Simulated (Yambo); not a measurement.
**Convergence of the G0W0 gap of SnO₂**

G0W0@PBE for SnO$_{2}$ (rutile, space group P4_2/mnm, No. 136) in Yambo. Reference settings: 2×2×4 Γ-centred k mesh, bands 9 to 227 and a 12 Ry block in the screening, 227 bands in G with the Bruneval-Gonze terminator, plasmon pole fitted at 27.2 eV. The PBE gap Γ → Γ on this mesh is 1.03 eV; G0W0 gaps are taken between the same points.

```
change from the reference       G0W0 gap Γ → Γ (eV)  shift of the valence edge (eV)        rough Yambo cost
------------------------------  -------------------  ------------------------------  ----------------------
reference settings                             2.40                           -0.71                       1
130 bands in W, 130 bands in G                 2.45                           -0.63  within a factor of two
130 bands in G                                 2.41                           -0.73                       –
7 Ry block                                     2.29                           -0.62  within a factor of two
no terminator                                  2.33                           -0.53                       –
```

The reference isn't shown to be the converged limit. Costs are rough (shared machines), scaled to the same edge states, and given only for runs that recompute the screening.

Spin-orbit splittings are left out.

Geometry relaxed with PBEsol; primitive cell a = b = 4.7665 Å, c = 3.2121 Å, α = β = γ = 90.00°.

A shift is the quasiparticle energy of the state minus its PBE energy.

The potentials are those of PseudoDojo's stringent table.
